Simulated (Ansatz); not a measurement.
Elastic constants of PbS: input and output

Level of theory: Ansatz, DFT PBE, scalar-relativistic, plane waves, PAW.

Launched with:
```bash
ansatz run input.yaml --threads 1 --pin off --max-ram 3072MiB --backend cpu --events-out ev --progress --plain --runs-dir out
```

Input (bare energies are in eV):
```yaml
crystal:
  lattice:
    - [0.0, 3.0045094525, 3.0045094525]
    - [3.0045094525, 0.0, 3.0045094525]
    - [3.0045094525, 3.0045094525, 0.0]
  atoms:
    - { symbol: Pb, position: [0.0, 0.0, 0.0] }
    - { symbol: S, position: [0.5, 0.5, 0.5] }
basis:
  ecutwfc: 420
kpoints:
  mp_grid: { grid: [10, 10, 10] }
hamiltonian:
  xc: pbe
scf:
  occupations: { method: fixed }
output:
  forces: true
  stress: true
  eigenvalues: true
elastic:
  mode: relaxed_ion
  stencil: two_point
```

From the output:
```
--- Elastic constants: 2 strain directions × 2 members + reference (group order 48) ---
  dense FFT box of the reference and of every strained cell: 30×30×30
  strains applied: 11, 23; error gains: componentwise 1.00 (the most a stress slope's error grows in a printed constant), spectral 1.73 (1 for all six strains in a standard setting)
  C = ∂σ_k/∂η_j (tension-positive GPa; Voigt order 11 22 33 23 13 12):
       124.813     16.839     16.839     -0.000     -0.000      0.000
        16.839    124.813     16.839      0.000     -0.000     -0.000
        16.839     16.839    124.813     -0.000      0.000      0.000
         0.000     -0.000     -0.000     20.055     -0.000     -0.000
         0.000     -0.000     -0.000      0.000     20.055      0.000
        -0.000      0.000     -0.000     -0.000     -0.000     20.055
  reference stress σ⁰ (GPa):      0.002      0.002      0.002      0.000      0.000     -0.000
  C* (energy form; C + prestress term) asymmetry max|C*_kj − C*_jk| = 3.553e-15 GPa — a small one proves nothing (zero by symmetry where the batch's group is 432, −43m or m−3m); a large one is finite-difference/SCF noise where every solve ...
  moduli (Voigt/Reuss/Hill, GPa): K = 52.83/52.83/52.83   G = 33.63/26.79/30.21   E = 76.12   ν = 0.260
  mechanically stable: yes (min eigenvalue of sym C = 20.05 GPa)
  strain η (Voigt 11):  stress-route row diagonal C_11 = 124.81 GPa, energy-path curvature d²(F+E_count+ΔE)/dδ²/Ω₀ = 124.82 GPa
         δ    σ_11 (GPa) F (eV) n_scf n_hpsi n_pw
    -2.000e-3      -0.2505      -12809.5710672       8   28623   1073   relax 0 steps, max|allowed force component| 5.67e-31 eV/Å
     2.000e-3       0.2487      -12809.5710646       6   22082   1073   relax 0 steps, max|allowed force component| 4.44e-31 eV/Å
  strain η (Voigt 23):  stress-route row diagonal C_44 = 20.05 GPa, energy-path curvature d²(F+E_count+ΔE)/dδ²/Ω₀ = 20.06 GPa
         δ    σ_23 (GPa) F (eV) n_scf n_hpsi n_pw
    -2.000e-3      -0.0401      -12809.5711364       7   42611   1073   relax 0 steps, max|allowed force component| 1.68e-30 eV/Å
     2.000e-3       0.0401      -12809.5711364       5   35756   1073   relax 0 steps, max|allowed force component| 1.58e-30 eV/Å
```

The run took 11 s on 1 thread of Intel(R) Xeon(R) 6975P-C (Granite Rapids), with other jobs on the host, peak memory 0.45 GiB.

Spin–orbit coupling is left out, which can shift energies with elements as heavy as these.